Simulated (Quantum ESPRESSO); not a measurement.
## Zr3RhAg3Mo (input and log of a self-consistent run)

Computed values, not a measurement. The program is pw.x of Quantum ESPRESSO 7.5 (plane-wave density functional theory). The cell is made up: eight metal atoms on a hexagonal close-packed lattice, with elements, volume, strain and displacements drawn at random and not relaxed, so it may be unstable or far from any real phase. PseudoDojo standard norm-conserving files set the functional (PBE unless stated); there is no spin polarisation or spin-orbit coupling, the Fermi-Dirac width of 0.25 eV means electrons at about 2900 K, and the masses in the input are unused placeholders. A spin test at this wide smearing found no moment, but such smearing suppresses magnetism that the real alloy may have.

Input:

```
&control calculation='scf', pseudo_dir='./dojo.nc.sr.pbe.v0_5.standard.upf', outdir='./o', disk_io='minimal', tprnfor=.true., tstress=.true. /
&system ibrav=0, nat=8, ntyp=4, nbnd=76, ecutwfc=87.97787729, nosym=.true., tot_charge=0,
 occupations='smearing', smearing='fd', degauss=0.0183746611
/
&electrons conv_thr=1.470e-08, electron_maxstep=70, mixing_beta=0.5 /
ATOMIC_SPECIES
Ag 1.0 Ag.upf
Mo 1.0 Mo.upf
Rh 1.0 Rh.upf
Zr 1.0 Zr.upf
CELL_PARAMETERS angstrom
-0.0427 5.0979 0.0015
2.8909 -0.0233 4.7729
2.9138 -0.0261 -4.7867
ATOMIC_POSITIONS angstrom
Zr 0.1569 -0.0344 -0.061
Zr 2.851 -0.1533 -0.0735
Rh 2.875 1.6835 -2.3571
Ag 2.8397 1.7343 2.4495
Ag 1.379 2.4686 0.0454
Ag 4.3423 2.5083 0.0407
Zr 1.395 4.3129 -2.3091
Mo 1.3526 4.2224 2.339
K_POINTS automatic
5 5 5 1 1 1
```

The log is shortened where brackets say so; the opening notice, blank lines, dates and the lines on written files are dropped, and the path of the files is cut. It prints rydbergs, bohrs and kilobars, and counts compression as positive stress. Its total energy is the free energy E - TS of the whole cell.

```
     Program PWSCF v.7.5
     Parallel version (MPI & OpenMP), running on       4 processor cores
     Number of MPI processes:                 4
     Threads/MPI process:                     1
     [start-up lines left out]
     bravais-lattice index     =            0
     lattice parameter (alat)  =       9.6340  a.u.
     unit-cell volume          =     954.4297 (a.u.)^3
     number of atoms/cell      =            8
     number of atomic types    =            4
     number of electrons       =       124.00
     number of Kohn-Sham states=           76
     kinetic-energy cutoff     =      87.9779  Ry
     charge density cutoff     =     351.9115  Ry
     scf convergence threshold =      1.5E-08
     mixing beta               =       0.5000
     number of iterations used =            8  plain     mixing
     Exchange-correlation= PBE
                           (   1   4   3   4   0   0   0)
     [axes and pseudopotential details left out]
   Cartesian axes
     site n.     atom                  positions (alat units)
         1        Zr     tau(   1) = (   0.0307763  -0.0067476  -0.0119653  )
         2        Zr     tau(   2) = (   0.5592302  -0.0300701  -0.0144172  )
         3        Rh     tau(   3) = (   0.5639379   0.3302224  -0.4623506  )
         4        Ag     tau(   4) = (   0.5570137   0.3401870   0.4804751  )
         5        Ag     tau(   5) = (   0.2704940   0.4842216   0.0089053  )
         6        Ag     tau(   6) = (   0.8517522   0.4920088   0.0079834  )
         7        Zr     tau(   7) = (   0.2736325   0.8459853  -0.4529353  )
         8        Mo     tau(   8) = (   0.2653156   0.8282335   0.4588003  )
     number of k points=    63  Fermi-Dirac smearing, width (Ry)=  0.0184
                       cart. coord. in units 2pi/alat
        k(    1) = (   0.1765181   0.1014819   0.0003931), wk =   0.0320000
        k(    2) = (   0.3519318   0.1029824  -0.1058459), wk =   0.0320000
     [further k points left out]
     Dense  grid:   106401 G-vectors     FFT dimensions: (  60,  64,  64)
     Estimated max dynamical RAM per process >     431.22 MB
     Estimated total dynamical RAM >       1.61 GB
     Initial potential from superposition of free atoms
     starting charge     123.9895, renormalised to     124.0000
     Starting wfcs are   80 randomized atomic wfcs
     total cpu time spent up to now is        6.8 secs
     per-process dynamical memory:   355.0 Mb
     Self-consistent Calculation
     iteration #  1     ecut=    87.98 Ry     beta= 0.50
     Davidson diagonalization with overlap
     ethr =  1.00E-02,  avg # of iterations =  3.5
     total cpu time spent up to now is       23.2 secs
     total energy              =   -1606.09342245 Ry
     estimated scf accuracy    <       4.88254668 Ry
     iteration #  2     ecut=    87.98 Ry     beta= 0.50
     Davidson diagonalization with overlap
     ethr =  3.94E-03,  avg # of iterations =  3.8
     total cpu time spent up to now is       40.1 secs
     total energy              =   -1607.19354829 Ry
     estimated scf accuracy    <      18.38833828 Ry
     iteration #  3     ecut=    87.98 Ry     beta= 0.50
     Davidson diagonalization with overlap
     ethr =  3.94E-03,  avg # of iterations =  2.2
     total cpu time spent up to now is       54.6 secs
     total energy              =   -1608.62823266 Ry
     estimated scf accuracy    <       3.47976956 Ry
     iteration #  4     ecut=    87.98 Ry     beta= 0.50
     Davidson diagonalization with overlap
     ethr =  2.81E-03,  avg # of iterations =  2.0
     total cpu time spent up to now is       67.6 secs
     total energy              =   -1608.85997209 Ry
     estimated scf accuracy    <       0.50282027 Ry
     iteration #  5     ecut=    87.98 Ry     beta= 0.50
     Davidson diagonalization with overlap
     ethr =  4.06E-04,  avg # of iterations =  4.9
     total cpu time spent up to now is       83.0 secs
     total energy              =   -1608.86132369 Ry
     estimated scf accuracy    <       0.28009071 Ry
     [iterations 6 to 11 left out]
     iteration # 12     ecut=    87.98 Ry     beta= 0.50
     Davidson diagonalization with overlap
     ethr =  4.14E-09,  avg # of iterations =  3.5
     total cpu time spent up to now is      184.5 secs
     total energy              =   -1608.90365922 Ry
     estimated scf accuracy    <       0.00000115 Ry
     iteration # 13     ecut=    87.98 Ry     beta= 0.50
     Davidson diagonalization with overlap
     ethr =  9.29E-10,  avg # of iterations =  3.0
     total cpu time spent up to now is      198.2 secs
     total energy              =   -1608.90365938 Ry
     estimated scf accuracy    <       0.00000031 Ry
     iteration # 14     ecut=    87.98 Ry     beta= 0.50
     Davidson diagonalization with overlap
     ethr =  2.49E-10,  avg # of iterations =  2.2
     total cpu time spent up to now is      212.0 secs
     total energy              =   -1608.90365941 Ry
     estimated scf accuracy    <       0.00000033 Ry
     iteration # 15     ecut=    87.98 Ry     beta= 0.50
     Davidson diagonalization with overlap
     ethr =  2.49E-10,  avg # of iterations =  1.2
     total cpu time spent up to now is      224.1 secs
     total energy              =   -1608.90365944 Ry
     estimated scf accuracy    <       0.00000002 Ry
     iteration # 16     ecut=    87.98 Ry     beta= 0.50
     Davidson diagonalization with overlap
     ethr =  1.81E-11,  avg # of iterations =  2.3
     total cpu time spent up to now is      237.2 secs
     End of self-consistent calculation
     [lines on levels left out]
!    total energy              =   -1608.90365945 Ry
     estimated scf accuracy    <          2.1E-09 Ry
     smearing contrib. (-TS)   =      -0.10830006 Ry
     internal energy E=F+TS    =   -1608.79535939 Ry
     The total energy is F=E-TS. E is the sum of the following terms:
     one-electron contribution =    -556.94104674 Ry
     hartree contribution      =     348.34557403 Ry
     xc contribution           =    -257.90394340 Ry
     ewald contribution        =   -1142.29594328 Ry
     convergence has been achieved in  16 iterations
     Forces acting on atoms (cartesian axes, Ry/au):
     atom    1 type  4   force =    -0.08554904    0.01215637    0.05542169
     atom    2 type  4   force =     0.06629094    0.04114733    0.02616110
     atom    3 type  3   force =     0.00632953   -0.00142311    0.00264468
     atom    4 type  1   force =    -0.01043282   -0.00447958   -0.01986801
     atom    5 type  1   force =     0.01816737   -0.00579119    0.00596807
     atom    6 type  1   force =    -0.00450517   -0.01591043   -0.00320323
     atom    7 type  4   force =     0.01533261   -0.03513850   -0.08025846
     atom    8 type  2   force =    -0.00563344    0.00943911    0.01313416
     Total force =     0.163616     Total SCF correction =     0.000247
     Computing stress (Cartesian axis) and pressure
          total   stress  (Ry/bohr**3)                   (kbar)     P=       88.94
   0.00071266  -0.00002156   0.00005207          104.84       -3.17        7.66
  -0.00002156   0.00052768   0.00006477           -3.17       77.62        9.53
   0.00005207   0.00006477   0.00057343            7.66        9.53       84.35
     init_run     :      6.14s CPU      6.41s WALL (       1 calls)
     electrons    :    224.31s CPU    230.40s WALL (       1 calls)
     forces       :      2.10s CPU      2.11s WALL (       1 calls)
     stress       :      7.13s CPU      7.13s WALL (       1 calls)
     [timing details left out]
     PWSCF        :   4m 0.09s CPU   4m 6.55s WALL
     JOB DONE.
```

In other units: free energy -21890.249 eV for the cell, pressure 8.89 GPa, largest force component 2.200 eV/Å in size. The run took 248 s of wall time with four MPI processes on a shared machine (Intel Xeon, 2023 or later, virtual cores), so the time is rough. A rerun of this cell at a higher cutoff and on a denser mesh moved values by no more than 0.005 eV in energy, 0.05 GPa in stress and 0.011 eV/Å in force, and a second program with other atomic files agreed on that cell to 2 % rms in force and 0.5 GPa in pressure.